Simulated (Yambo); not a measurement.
ZnS (zinc blende, space group F-43m, No. 216): the exchange self-energy on LDA orbitals (Yambo, 4×4×4 mesh) holds the Coulomb divergence, which is integrated with random points (RandQpts).

```csv
random points,exchange-only gap Γ → Γ (eV),shift of the valence edge (eV),gap against the reference (meV)
"1,000",10.35,-3.50,120
"10,000",10.12,-3.18,-114
"100,000",10.26,-3.39,28
"1,000,000",10.26,-3.38,25
"5,000,000",10.23,-3.34,reference
```

No other run stays within 20 meV of the one with most points. The error is statistical; each row is a single draw, so the rows fix no rate of convergence.

Geometry relaxed with LDA; primitive cell a = b = c = 3.7446 Å, α = β = γ = 60.00°.

A shift is the quasiparticle energy of the state minus its LDA energy.
